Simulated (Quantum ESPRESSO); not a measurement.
# Si13GeAsAl: input and log of a self-consistent run

Computed values, not a measurement. The program is pw.x of Quantum ESPRESSO 7.5 (plane-wave density functional theory). The cell is made up: 16 atoms on a doubled zincblende/diamond lattice, with randomly drawn elements, strain and displacements, not relaxed. PseudoDojo standard norm-conserving files (v0.5 for PBE, v0.4.1 for LDA and PBEsol) set the functional; there is no spin polarisation, spin-orbit coupling or dispersion term, and the masses in the input are unused placeholders.

Input:

```
&control calculation='scf', pseudo_dir='./dojo.nc.sr.pbe.v0_5.standard.upf', outdir='./o', disk_io='low', tprnfor=.true., tstress=.true. /
&system ibrav=0, nat=16, ntyp=4, nbnd=52, ecutwfc=84.00895049, nosym=.true., tot_charge=0,
 occupations='smearing', smearing='fd', degauss=0.0073498644
/
&electrons conv_thr=7.350e-09, electron_maxstep=60, /
ATOMIC_SPECIES
Al 1.0 Al.upf
As 1.0 As.upf
Ge 1.0 Ge.upf
Si 1.0 Si.upf
CELL_PARAMETERS angstrom
5.2868 0.006 -0.0687
0.006 5.441 0.0225
-0.1374 0.0449 10.8598
ATOMIC_POSITIONS angstrom
Si -0.0612 -0.0878 -0.1001
Ge 0.0064 2.703 2.6501
Si 2.648 0.0019 2.6982
Si 2.5629 2.758 -0.0233
Si 0.0153 0.1827 5.4901
Si -0.1267 2.7381 8.1915
Si 2.5038 0.1196 8.2261
Si 2.606 2.6597 5.3422
Si 1.4659 1.2197 1.2872
Si 1.3972 4.1833 4.0258
Si 3.8755 1.473 3.9794
Si 3.8893 4.1047 1.3265
As 1.2147 1.3459 6.6321
Al 1.3971 4.1922 9.4425
Si 3.8311 1.5668 9.5346
Si 3.8829 4.1327 6.7853
K_POINTS automatic
6 6 4 1 1 1
```

The log is shortened where brackets say so; the opening notice, blank lines, dates and the lines on written files are dropped, and the path of the files is cut. It prints rydbergs, bohrs and kilobars, and counts compression as positive stress.

```
     Program PWSCF v.7.5
     Parallel version (MPI & OpenMP), running on       4 processor cores
     Number of MPI processes:                 4
     Threads/MPI process:                     1
     [start-up lines left out]
     bravais-lattice index     =            0
     lattice parameter (alat)  =       9.9915  a.u.
     unit-cell volume          =    2107.7088 (a.u.)^3
     number of atoms/cell      =           16
     number of atomic types    =            4
     number of electrons       =        84.00
     number of Kohn-Sham states=           52
     kinetic-energy cutoff     =      84.0090  Ry
     charge density cutoff     =     336.0358  Ry
     scf convergence threshold =      7.3E-09
     mixing beta               =       0.7000
     number of iterations used =            8  plain     mixing
     Exchange-correlation= PBE
                           (   1   4   3   4   0   0   0)
     [axes and pseudopotential details left out]
   Cartesian axes
     site n.     atom                  positions (alat units)
         1        Si     tau(   1) = (  -0.0115750  -0.0166060  -0.0189323  )
         2        Ge     tau(   2) = (   0.0012105   0.5112299   0.5012247  )
         3        Si     tau(   3) = (   0.5008275   0.0003594   0.5103220  )
         4        Si     tau(   4) = (   0.4847322   0.5216323  -0.0044068  )
         5        Si     tau(   5) = (   0.0028938   0.0345548   1.0383659  )
         6        Si     tau(   6) = (  -0.0239633   0.5178685   1.5492932  )
         7        Si     tau(   7) = (   0.4735543   0.0226205   1.5558372  )
         8        Si     tau(   8) = (   0.4928838   0.5030404   1.0103930  )
         9        Si     tau(   9) = (   0.2772519   0.2306870   0.2434536  )
        10        Si     tau(  10) = (   0.2642584   0.7912053   0.7614167  )
        11        Si     tau(  11) = (   0.7329898   0.2785947   0.7526408  )
        12        Si     tau(  12) = (   0.7355998   0.7763393   0.2508866  )
        13        As     tau(  13) = (   0.2297414   0.2545558   1.2543572  )
        14        Al     tau(  14) = (   0.2642395   0.7928886   1.7859001  )
        15        Si     tau(  15) = (   0.7245922   0.2963355   1.8033194  )
        16        Si     tau(  16) = (   0.7343894   0.7816351   1.2833326  )
     number of k points=    72  Fermi-Dirac smearing, width (Ry)=  0.0073
                       cart. coord. in units 2pi/alat
        k(    1) = (   0.0840492   0.0806312   0.0615881), wk =   0.0277778
        k(    2) = (   0.0856317   0.0801260   0.1833263), wk =   0.0277778
     [further k points left out]
     Dense  grid:   219203 G-vectors     FFT dimensions: (  60,  60, 120)
     Estimated max dynamical RAM per process >     768.07 MB
     Estimated total dynamical RAM >       2.84 GB
     Initial potential from superposition of free atoms
     starting charge      83.9885, renormalised to      84.0000
     Starting wfcs are   74 randomized atomic wfcs
     total cpu time spent up to now is       10.9 secs
     per-process dynamical memory:   645.0 Mb
     Self-consistent Calculation
     iteration #  1     ecut=    84.01 Ry     beta= 0.70
     Davidson diagonalization with overlap
     ethr =  1.00E-02,  avg # of iterations =  3.4
     Threshold (ethr) on eigenvalues was too large:
     Diagonalizing with lowered threshold
     Davidson diagonalization with overlap
     ethr =  6.50E-04,  avg # of iterations =  3.5
     total cpu time spent up to now is       56.1 secs
     total energy              =    -505.01177759 Ry
     estimated scf accuracy    <       0.60019405 Ry
     iteration #  2     ecut=    84.01 Ry     beta= 0.70
     Davidson diagonalization with overlap
     ethr =  7.15E-04,  avg # of iterations =  8.1
     total cpu time spent up to now is       83.1 secs
     total energy              =    -504.43972937 Ry
     estimated scf accuracy    <       3.62896265 Ry
     iteration #  3     ecut=    84.01 Ry     beta= 0.70
     Davidson diagonalization with overlap
     ethr =  7.15E-04,  avg # of iterations =  6.5
     total cpu time spent up to now is      108.8 secs
     total energy              =    -505.09911061 Ry
     estimated scf accuracy    <       0.59391901 Ry
     iteration #  4     ecut=    84.01 Ry     beta= 0.70
     Davidson diagonalization with overlap
     ethr =  7.07E-04,  avg # of iterations =  2.0
     total cpu time spent up to now is      126.1 secs
     total energy              =    -505.13584211 Ry
     estimated scf accuracy    <       0.07797046 Ry
     iteration #  5     ecut=    84.01 Ry     beta= 0.70
     Davidson diagonalization with overlap
     ethr =  9.28E-05,  avg # of iterations =  7.2
     total cpu time spent up to now is      150.5 secs
     total energy              =    -505.14207110 Ry
     estimated scf accuracy    <       0.02090847 Ry
     [iterations 6 to 8 left out]
     iteration #  9     ecut=    84.01 Ry     beta= 0.70
     Davidson diagonalization with overlap
     ethr =  1.09E-07,  avg # of iterations =  2.0
     total cpu time spent up to now is      245.7 secs
     total energy              =    -505.14411969 Ry
     estimated scf accuracy    <       0.00001844 Ry
     iteration # 10     ecut=    84.01 Ry     beta= 0.70
     Davidson diagonalization with overlap
     ethr =  2.20E-08,  avg # of iterations =  2.9
     total cpu time spent up to now is      264.3 secs
     total energy              =    -505.14412217 Ry
     estimated scf accuracy    <       0.00000047 Ry
     iteration # 11     ecut=    84.01 Ry     beta= 0.70
     Davidson diagonalization with overlap
     ethr =  5.58E-10,  avg # of iterations =  5.0
     total cpu time spent up to now is      288.2 secs
     total energy              =    -505.14412246 Ry
     estimated scf accuracy    <       0.00000028 Ry
     iteration # 12     ecut=    84.01 Ry     beta= 0.70
     Davidson diagonalization with overlap
     ethr =  3.32E-10,  avg # of iterations =  2.0
     total cpu time spent up to now is      304.9 secs
     total energy              =    -505.14412247 Ry
     estimated scf accuracy    <       0.00000003 Ry
     iteration # 13     ecut=    84.01 Ry     beta= 0.70
     Davidson diagonalization with overlap
     ethr =  4.08E-11,  avg # of iterations =  4.2
     total cpu time spent up to now is      325.2 secs
     End of self-consistent calculation
          k = 0.0840 0.0806 0.0616 ( 27390 PWs)   bands (ev):
   -29.4204 -29.3738 -29.3377 -29.3058 -29.3020 -17.0768 -17.0563 -17.0461
   -17.0293 -17.0246  -6.5997  -4.6812  -3.7838  -2.6700  -1.7775  -1.5091
    -1.0735  -1.0309  -0.8364  -0.4371  -0.3367   0.1601   0.9648   2.1909
     2.4491   2.7640   3.1386   3.4508   3.5795   3.8161   3.8729   4.0146
     4.1364   4.4016   4.5163   4.7981   5.1886   5.6153   5.7734   6.5919
     6.8146   7.2419   7.4001   7.5783   7.9081   8.1194   8.2430   8.4324
     8.6706   8.9050   9.5167   9.7131
     [levels at the other k points left out]
     the Fermi energy is     7.3379 ev
!    total energy              =    -505.14412248 Ry
     estimated scf accuracy    <          1.3E-09 Ry
     smearing contrib. (-TS)   =      -0.00254095 Ry
     internal energy E=F+TS    =    -505.14158153 Ry
     The total energy is F=E-TS. E is the sum of the following terms:
     one-electron contribution =    -271.49648499 Ry
     hartree contribution      =     175.96577829 Ry
     xc contribution           =    -133.95475490 Ry
     ewald contribution        =    -275.65611992 Ry
     convergence has been achieved in  13 iterations
     Forces acting on atoms (cartesian axes, Ry/au):
     atom    1 type  4   force =     0.00601416    0.01778115    0.02559417
     atom    2 type  3   force =     0.03549222    0.01362470   -0.00172839
     atom    3 type  4   force =     0.05025103   -0.00358642    0.00298825
     atom    4 type  4   force =     0.04251427   -0.02812331    0.05605834
     atom    5 type  4   force =    -0.15224991   -0.18608814   -0.16469780
     atom    6 type  4   force =     0.03304663    0.02920181   -0.01339162
     atom    7 type  4   force =     0.10700831    0.06586124   -0.09411719
     atom    8 type  4   force =    -0.00057629    0.09431936    0.01606488
     atom    9 type  4   force =    -0.08803831    0.02886160   -0.03149053
     atom   10 type  4   force =    -0.07126764   -0.03258248    0.04988366
     atom   11 type  4   force =     0.05146628   -0.04762719    0.00203800
     atom   12 type  4   force =     0.02016748   -0.00079797   -0.02238702
     atom   13 type  2   force =     0.10189723    0.12777916    0.16837566
     atom   14 type  1   force =    -0.13436707   -0.05709557    0.02215635
     atom   15 type  4   force =     0.00384983   -0.04093559   -0.00877751
     atom   16 type  4   force =    -0.00520824    0.01940764   -0.00656925
     Total force =     0.484477     Total SCF correction =     0.000138
     Computing stress (Cartesian axis) and pressure
          total   stress  (Ry/bohr**3)                   (kbar)     P=       94.89
   0.00071753   0.00015543   0.00011416          105.55       22.86       16.79
   0.00015543   0.00060771  -0.00017366           22.86       89.40      -25.55
   0.00011416  -0.00017366   0.00060987           16.79      -25.55       89.71
     init_run     :     10.30s CPU     10.67s WALL (       1 calls)
     electrons    :    310.91s CPU    314.31s WALL (       1 calls)
     forces       :      5.75s CPU      5.79s WALL (       1 calls)
     stress       :     18.84s CPU     19.31s WALL (       1 calls)
     [timing details left out]
     PWSCF        :   5m46.05s CPU   5m50.45s WALL
     JOB DONE.
```

In other units: free energy -6872.836 eV for the cell, pressure 9.49 GPa, largest force component 4.785 eV/Å. A rerun of a related cell, with the same atoms placed differently, at a cutoff of 1437 eV and k mesh 8 x 8 x 6 moved values by no more than 0.002 eV in energy, 0.02 GPa in stress and 0.003 eV/Å in force.